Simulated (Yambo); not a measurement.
Yambo run on MoS2 (space group R3m, No. 160). The wavefunctions come from this Quantum ESPRESSO step (PBEsol, PseudoDojo standard norm-conserving files, fully relativistic):

```
&CONTROL
  calculation = 'nscf'
  pseudo_dir = './pseudo'
  outdir = './out'
/
&SYSTEM
  ibrav = 0
  nat = 3
  ntyp = 2
  ecutwfc = 80.0
  ecutrho = 320.0
  occupations = 'fixed'
  force_symmorphic = .true.
  nbnd = 216
  noncolin = .true.
  lspinorb = .true.
/
&ELECTRONS
  conv_thr = 3.0000000000000004e-09
  diago_full_acc = .true.
  diago_thr_init = 1e-08
/
ATOMIC_SPECIES
S 32.0600 S.upf
Mo 95.9500 Mo.upf
CELL_PARAMETERS angstrom
  1.576893102083   0.910419656894   5.996180067000
 -1.576893102017   0.910419657010   5.996180067000
 -0.000000000067  -1.820839313904   5.996180067000
ATOMIC_POSITIONS crystal
S   0.420069387500   0.420069387500   0.420069387500
S   0.246194751300   0.246194751300   0.246194751300
Mo   0.999755861200   0.999755861200   0.999755861200
K_POINTS automatic
4 4 4 0 0 0
```

Yambo input:

```
rim_cut
gw0
dyson
el_el_corr
HF_and_locXC
ppa
em1d
RandQpts= 1000000
RandGvec= 1 Ry
EXXRLvcs= 80 Ry
VXCRLvcs= 320 Ry
Chimod= "HARTREE"
% BndsRnXp
 3 | 214 |
%
NGsBlkXp= 8 Ry
% LongDrXp
 1.0 | 1.0 | 1.0 |
%
PPAPntXp= 27.2114 eV
% GbndRnge
 1 | 214 |
%
GTermKind= "BG"
DysSolver= "n"
ExtendOut
% QPkrange
 1 | 1 | 26 | 27 |
 3 | 3 | 26 | 27 |
 6 | 6 | 26 | 27 |
 7 | 7 | 26 | 27 |
 13 | 13 | 24 | 28 |
%
```

k points by index: 1 = Γ, 3 = L, 6 = (0, 0.25, -0.25), 7 = F, 13 = Z.

Table of the .qp output:

```
#    K-point    Band    Eo [eV]    E [eV]    E-Eo [eV]    Vxc [eV]    Vnlxc [eV]    Sc|Eo [eV]    Sc|E [eV]    dSc/dw|Eo [eV]    Re(Z)    Im(Z)
#
    1    26    -1.079508    -1.634534    -0.555027    -13.74601    -16.15297    1.698925    1.851932    -7.500481    0.783920    -0.001271
    1    27    1.886668    2.191871    0.305203    -15.49688    -11.16106    -3.946629    -4.030623    -7.486617    0.784233    -0.001276
    3    26    -1.557900    -1.926924    -0.369024    -14.33050    -16.24134    1.441038    1.541809    -7.429435    0.785527    -0.001272
    3    27    1.562022    2.160530    0.598508    -18.53939    -13.46470    -4.303620    -4.476185    -7.844346    0.776230    -0.001376
    6    26    -1.235665    -1.342368    -0.106703    -15.95971    -16.92060    0.824553    0.854189    -7.554268    0.782707    -0.001299
    6    27    1.022789    1.407419    0.384629    -16.09736    -12.00191    -3.606209    -3.710821    -7.399410    0.786209    -0.001295
    7    26    -1.401937    -1.691426    -0.289489    -14.41236    -15.98318    1.203584    1.281332    -7.306515    0.788325    -0.001272
    7    27    1.500768    2.109084    0.608315    -18.58451    -13.53162    -4.269624    -4.444566    -7.824245    0.776675    -0.001371
    13    24    -2.224259    -2.417601    -0.193342    -16.11753    -17.81752    1.452626    1.506654    -7.601454    0.781646    -0.001273
    13    25    -0.54379E-13    -0.114732    -0.114732    -16.34195    -16.95566    0.466684    0.498974    -7.655939    0.780424    -0.001303
    13    26    0.000000    -0.114732    -0.114732    -16.34195    -16.95566    0.466684    0.498974    -7.655939    0.780424    -0.001303
    13    27    2.027435    2.324966    0.297531    -15.50185    -11.11733    -4.004474    -4.086983    -7.543695    0.782945    -0.001298
    13    28    2.027435    2.324966    0.297531    -15.50185    -11.11733    -4.004474    -4.086983    -7.543695    0.782945    -0.001298
```
(The two width columns are left out.) Convergence of these settings isn't established.

Geometry relaxed with PBE+D3(BJ).
